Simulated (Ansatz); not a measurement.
An Ansatz (a program for electronic structure) run. Input:

Ansatz 0.2 input:
```yaml
crystal:
  lattice:
    - [5.2467068456, 0.0, 0.0]
    - [0.0, 5.0302942833, 0.0]
    - [0.0, 0.0, 5.059282836]
  atoms:
    - { symbol: Hf, position: [0.0325677743, 0.2670388414, 0.2485858783] }
    - { symbol: Hf, position: [0.9674322257, 0.7329611586, 0.7485858783] }
    - { symbol: Hf, position: [0.5325677743, 0.7329611586, 0.2485858783] }
    - { symbol: Hf, position: [0.4674322257, 0.2670388414, 0.7485858783] }
    - { symbol: O, position: [0.3670325658, 0.0700432982, 0.1089734442] }
    - { symbol: O, position: [0.6329674342, 0.9299567018, 0.6089734442] }
    - { symbol: O, position: [0.8670325658, 0.9299567018, 0.1089734442] }
    - { symbol: O, position: [0.1329674342, 0.0700432982, 0.6089734442] }
    - { symbol: O, position: [0.2321633246, 0.5388989516, 0.9984406775] }
    - { symbol: O, position: [0.7678366754, 0.4611010484, 0.4984406775] }
    - { symbol: O, position: [0.7321633246, 0.4611010484, 0.9984406775] }
    - { symbol: O, position: [0.2678366754, 0.5388989516, 0.4984406775] }
kpoints:
  mp_grid: { grid: [3, 3, 3] }
hamiltonian:
  xc: hse06
  pseudopotentials: { kind: paw }
scf:
  n_extra_bands: 12
  occupations: { method: fixed }
output:
  eigenvalues: true
  eigenstates:
    e_range: [-9.0, 15.4]
    kpoints:
      - [0.0, 0.0, 0.0]  # VBM
      - [0.265625, -0.5, 0.359375]  # CBM
```

Output (shortened):

```
Pseudopotentials: kind: paw
Pseudopotential: Hf, paw, valence charge 26
Pseudopotential: O, paw, valence charge 6
Functional definition: HSE06
davidson cushion auto → on  (no smearing: the cushion is to keep the highest requested band from converging to the state above it …
Crystal: 12 atoms, lattice volume = 133.527 Å³
Basis set: ecut = 420 eV, 2597 PW (Γ)
Bands: 88, of which v1, the nominal top of the filled ones, is band 76 counted from 1 (75 counted from 0)
Symmetry: 4 space group operations
Space group: Pca21 (ITA 29), of the structure as read, at distance tolerance 5.1e-5 Å
k-points: 8 of 27 (time reversal used)
PAW frozen core: Hf, regenerated for the run's functional, and the local potential with it
PAW frozen core: O, regenerated for the run's functional, and the local potential with it
Initial wavefunctions: pseudopotential atomic-orbital guess
Eigensolver: davidson
Functional: x = pbe(κ = 0.804, μ = 0.2195149727645171), c = pbe(β = 0.06672455060314922), warm-up for x = pbe(κ = 0.804, μ = 0.2195149727645171) + 0.25 (exact …
SCF iter   1: F=—  HF=-67446.353748 eV  |F-HF|=—  |Δ(HF+E_count)|=         —  Δρ=3.54e-3  dr2=1.19e-2  ethr=1.77e-3  ⟨swp⟩=6.0  Hψ=2889  notcnv=0
preconditioner: auto → none
SCF iter   2: F=—  HF=-67446.357756 eV  |F-HF|=—  |Δ(HF+E_count)|=   4.01e-3  Δρ=2.97e-3  dr2=9.40e-3  ethr=7.81e-6  ⟨swp⟩=4.2  Hψ=2426  notcnv=0
iter 3 solved again at ethr=3.69e-7 eV; its pass at ethr=6.19e-6 eV (dr2=5.61e-4 eV) is discarded
SCF iter   3: F=-67446.356378 eV  HF=-67446.356059 eV  |F-HF|=3.19e-4  |Δ(HF+E_count)|=   1.70e-3  Δρ=1.06e-3  dr2=5.61e-4  ethr=3.69e-7  ⟨swp⟩=2.0  Hψ=3297  notcnv=0
SCF 1 stopped early in 3 iterations: F = -67446.356378 eV  dr2 = 5.61e-4
Crystal: 12 atoms, lattice volume = 133.527 Å³
Initial density: handed on by an earlier stage of this run
Initial wavefunctions: those handed on with the density
Functional: x = pbe(κ = 0.804, μ = 0.2195149727645171) + 0.25 (exact − pbe) at short range (hse, ω = 0.20786987370883472 Å⁻¹), c = pbe(β = 0.06672455060314922); HSE06 as pw.x's `hse` composes it (authors' and Libxc's form: `xc: wpbeh`)
Exchange kernel: α = 0.2500, screened, ω = 0.2079 Å⁻¹, Wigner–Seitz truncation, v(0) = 1030.3261 eV·Å³, q-mesh 3×3×3, nearest image of the exchange supercell L …
Frozen-core exchange: fock
SCF iter   1: F=—  HF=-67447.292041 eV  |F-HF|=—  |Δ(HF+E_count)|=         —  Δρ=1.10e-2  dr2=1.73e-1  ethr=3.69e-6  ⟨swp⟩=6.4  Hψ=3709  notcnv=0
preconditioner: auto → none
SCF iter   2: F=—  HF=-67447.080109 eV  |F-HF|=—  |Δ(HF+E_count)|=   2.12e-1  Δρ=7.47e-3  dr2=4.69e-2  ethr=3.69e-6  ⟨swp⟩=4.0  Hψ=2771  notcnv=0
SCF iter   3: F=—  HF=-67447.067512 eV  |F-HF|=—  |Δ(HF+E_count)|=   1.26e-2  Δρ=2.20e-3  dr2=1.10e-2  ethr=3.69e-6  ⟨swp⟩=4.0  Hψ=2587  notcnv=0
SCF iter   4: F=—  HF=-67447.142092 eV  |F-HF|=—  |Δ(HF+E_count)|=   7.46e-2  Δρ=1.87e-3  dr2=5.35e-3  ethr=2.33e-6  ⟨swp⟩=4.0  Hψ=2580  notcnv=0
SCF iter   5: F=—  HF=-67447.139583 eV  |F-HF|=—  |Δ(HF+E_count)|=   2.51e-3  Δρ=9.43e-4  dr2=1.08e-3  ethr=2.33e-6  ⟨swp⟩=3.2  Hψ=2107  notcnv=0
SCF iter   6: F=—  HF=-67447.139305 eV  |F-HF|=—  |Δ(HF+E_count)|=   2.78e-4  Δρ=1.97e-4  dr2=1.32e-4  ethr=6.05e-7  ⟨swp⟩=3.0  Hψ=1837  notcnv=0
SCF iter   7: F=—  HF=-67447.140408 eV  |F-HF|=—  |Δ(HF+E_count)|=   1.10e-3  Δρ=2.77e-4  dr2=1.23e-4  ethr=1.40e-8  ⟨swp⟩=4.6  Hψ=2754  notcnv=0
SCF iter   8: F=-67447.140365 eV  HF=-67447.140368 eV  |F-HF|=2.77e-6  |Δ(HF+E_count)|=   3.99e-5  Δρ=4.68e-5  dr2=4.77e-6  ethr=1.40e-8  ⟨swp⟩=4.0  Hψ=2096  notcnv=0
SCF 2 stopped early in 8 iterations: F = -67447.140365 eV  dr2 = 4.77e-6
hybrid outer 1: dexx = +8.178e-2 eV, tail = 4.10e-3 eV
Crystal: 12 atoms, lattice volume = 133.527 Å³
Exchange kernel: α = 0.2500, screened, ω = 0.2079 Å⁻¹, Wigner–Seitz truncation, v(0) = 1030.3261 eV·Å³, q-mesh 3×3×3, nearest image of the exchange supercell L …
Frozen-core exchange: fock
SCF iter   1: F=—  HF=-67447.138043 eV  |F-HF|=—  |Δ(HF+E_count)|=         —  Δρ=1.30e-4  dr2=1.08e-5  ethr=1.35e-5  ⟨swp⟩=2.5  Hψ=1556  notcnv=0
preconditioner: auto → none
SCF iter   2: F=—  HF=-67447.138061 eV  |F-HF|=—  |Δ(HF+E_count)|=   1.82e-5  Δρ=4.98e-5  dr2=1.29e-6  ethr=6.32e-9  ⟨swp⟩=4.9  Hψ=2636  notcnv=0
SCF iter   3: F=—  HF=-67447.138061 eV  |F-HF|=—  |Δ(HF+E_count)|=   5.73e-9  Δρ=2.37e-5  dr2=1.98e-7  ethr=6.52e-10  ⟨swp⟩=3.0  Hψ=1657  notcnv=0
SCF iter   4: F=—  HF=-67447.138062 eV  |F-HF|=—  |Δ(HF+E_count)|=   9.56e-7  Δρ=1.23e-5  dr2=1.51e-7  ethr=7.91e-11  ⟨swp⟩=5.9  Hψ=2363  notcnv=0
iter 5 solved again at ethr=1.55e-12 eV; its pass at ethr=7.91e-11 eV (dr2=2.36e-9 eV) is discarded
SCF iter   5: F=-67447.138062 eV  HF=-67447.138062 eV  |F-HF|=2.47e-9  |Δ(HF+E_count)|=   4.47e-8  Δρ=1.59e-6  dr2=3.24e-9  ethr=2.34e-12 (applied; sched 1.55e-12)  ⟨swp⟩=3.2  Hψ=3495  notcnv=0
SCF 3 converged in 5 iterations: F = -67447.138062 eV  dr2 = 3.24e-9
hybrid outer 2: dexx = +8.672e-6 eV, tail = 6.14e-7 eV, Δε = 7.94e-3 eV (about 3.15e-4 eV left of the loop's levels)
NSCF: frozen V_eff on 2 k-points
hybrid SCF converged: 2 outer / 13 inner (+3 warm-up), last move |dexx| = 8.67e-6 eV, tail = 6.14e-7 eV
Stability not checked (fock_operator)
Free energy (F): -67447.138062 eV
Frozen-core exchange: fock
Harris-Foulkes:  -67447.138062 eV  (|F-HF|=2.47e-9)
Internal energy: -67447.138062 eV  (E = F + TS)
E sigma→0 (E₀):  -67447.138062 eV
Fermi energy:    13.840134 eV
--- Per-component energies (eV) ---
  E_band       = -269.964927
  E_kinetic    = 3082.940251
  E_local      = -23490.645285  (includes V_loc(G=0)·N_el)
  E_nonlocal   = -4657.129157
  E_hartree    = 10755.708328
  E_xc         = -1419.146497
  E_vxc        = -1437.912028  (∫ρ·V_xc dr)
  E_exx        = -618.453780  (= α·E_x^exact, valence–valence)
  E_paw        = -28672.737291  (= ΣΔE_a)
  E_vpaw       = 5958.251892  (= ΣTr[D̂ρ^β])
  E_aug_tail   = 0.019654  (compensation charges beyond the density's cutoff)
  E_ewald      = -22432.089094
  E_core_change = 4.394808  (= ΣΔE_core)
  E_smearing   =  0.000000  (= −TS)
  E_closure    =  0.000000  (closes the sum)
  Σ components = -67447.138062   (vs F -67447.138062, Δ=-1.46e-11)
  [band-id]    e_kinetic+e_local+e_nonlocal+2·e_hartree+e_vxc+2·e_exx+e_vpaw+e_augmentation_tail = -269.965576   (vs E_band -269.964927, Δ=-6.50e-4)
--- Band table (eV; the first three rows and the last of 8) ---
  k-point 0: bands = ["-49.1815", "-49.1584", "-49.1583", "-49.1562", "-16.9557", "-16.9387", "-16.9264", "-16.6157", "-16.5581", "-16.5395", "-16.5266", "-16.5076", "-16.4939", "-16.3789", "-16.3592", "-16.3581", "-5.9913", "-4.5137", "-4.3148", "-4.3097", "-3.7272", "-3.6405", "-3.6305", "-3.4805", "0.9419", "0.9493", "0.9527", "0.9548", "0.9599", "0.9619", "0.9633", "0.9635", "0.9635", "0.9674", "0.9678", "0.9720", "0.9724", "0.9753", "0.9790", "0.9798", "0.9804", "0.9834", "0.9883", "0.9910", "0.9978", "0.9983", "0.9998", "1.0004", "1.0307", "1.0429", "1.0437", "1.1327", "7.9302", "8.0263", "8.1709", "8.8720", "9.0157", "9.1090", "10.4713", "10.5434", "10.5775", "10.5802", "11.1058", "11.4461", "11.5901", "11.8266", "11.9313", "12.1567", "12.3504", "12.5437", "12.6532", "12.8409", "13.1345", "13.6617", "13.7896", "13.8401", "20.4753", "20.7939", "20.8995", "21.3337", "21.4755", "21.4969", "21.5647", "21.6583", "22.0003", "22.4493", "23.0094", "23.0145"]
  k-point 1: bands = ["-49.1752", "-49.1626", "-49.1584", "-49.1583", "-16.8657", "-16.8477", "-16.8398", "-16.7169", "-16.6173", "-16.5476", "-16.5363", "-16.5352", "-16.4551", "-16.4366", "-16.4123", "-16.3924", "-5.5035", "-4.5507", "-4.4568", "-4.3599", "-3.8691", "-3.6283", "-3.6272", "-3.6192", "0.9405", "0.9453", "0.9539", "0.9546", "0.9576", "0.9602", "0.9623", "0.9635", "0.9693", "0.9699", "0.9717", "0.9724", "0.9728", "0.9742", "0.9789", "0.9796", "0.9848", "0.9848", "0.9895", "0.9898", "0.9941", "0.9965", "1.0036", "1.0072", "1.0276", "1.0376", "1.0500", "1.0975", "8.1162", "8.4320", "8.9622", "8.9830", "9.3451", "9.8032", "9.8170", "9.9077", "10.1260", "10.6686", "10.8963", "11.1964", "11.5954", "11.6506", "11.8998", "11.9389", "11.9682", "12.3943", "12.7704", "12.8150", "13.2286", "13.5656", "13.6288", "13.6292", "20.1855", "20.4851", "20.8085", "21.0998", "21.5974", "21.6443", "21.7325", "21.8275", "22.9582", "22.9917", "23.1191", "23.2003"]
  k-point 2: bands = ["-49.1770", "-49.1629", "-49.1579", "-49.1566", "-16.8791", "-16.8475", "-16.8166", "-16.6532", "-16.6065", "-16.5752", "-16.5321", "-16.5241", "-16.4999", "-16.4799", "-16.4011", "-16.3934", "-5.5351", "-4.4081", "-4.2666", "-4.2252", "-4.0925", "-3.7736", "-3.6569", "-3.6553", "0.9400", "0.9525", "0.9530", "0.9576", "0.9578", "0.9611", "0.9625", "0.9658", "0.9676", "0.9699", "0.9735", "0.9749", "0.9754", "0.9770", "0.9776", "0.9793", "0.9810", "0.9818", "0.9870", "0.9899", "0.9942", "0.9971", "1.0001", "1.0095", "1.0248", "1.0295", "1.0530", "1.0940", "8.1268", "8.1972", "8.8253", "8.9285", "9.1042", "9.4900", "9.8491", "10.0036", "10.5911", "10.6058", "10.7196", "11.1502", "11.6229", "11.9192", "11.9338", "12.1408", "12.4512", "12.6559", "12.8479", "12.9633", "12.9901", "13.3439", "13.6578", "13.7176", "20.2122", "20.5618", "20.6959", "21.0092", "21.3955", "21.5010", "22.0999", "22.2103", "22.4821", "22.6955", "23.0485", "23.0792"]
  k-point 7: bands = ["-49.1692", "-49.1640", "-49.1611", "-49.1599", "-16.9113", "-16.8868", "-16.8619", "-16.7972", "-16.5744", "-16.5395", "-16.4937", "-16.4654", "-16.4500", "-16.4304", "-16.4040", "-16.3961", "-5.0667", "-4.6940", "-4.5754", "-4.5153", "-3.8301", "-3.7241", "-3.6926", "-3.5579", "0.9470", "0.9515", "0.9536", "0.9557", "0.9574", "0.9589", "0.9611", "0.9630", "0.9670", "0.9692", "0.9717", "0.9737", "0.9754", "0.9785", "0.9799", "0.9813", "0.9849", "0.9864", "0.9905", "0.9915", "0.9938", "0.9964", "0.9975", "1.0013", "1.0330", "1.0363", "1.0453", "1.0575", "8.7002", "9.0453", "9.2255", "9.2911", "9.4132", "9.5861", "9.8245", "10.1399", "10.2784", "10.5995", "10.8173", "11.1250", "11.3648", "11.5454", "11.8569", "12.0233", "12.1315", "12.2154", "12.3680", "12.5606", "12.7710", "13.0473", "13.1827", "13.3957", "20.0069", "20.4534", "20.4735", "20.8671", "21.2612", "21.4218", "21.7025", "22.0522", "22.2861", "22.6847", "22.9253", "23.3075"]
  band table: 88 of 88 bands, residual norms ≤ 1.0e-3 eV
```

Cost: very roughly 5 core-minutes on shared cores.

The points marked VBM and CBM come from a semilocal run.

Space group Pca2_1. The cell was relaxed with r²SCAN under the symmetry of its start. The run is not spin-polarised. Spin–orbit coupling is left out wherever it is not named.

Potentials: the later of the program's two PAW sets.

Ansatz is a plane-wave DFT program.
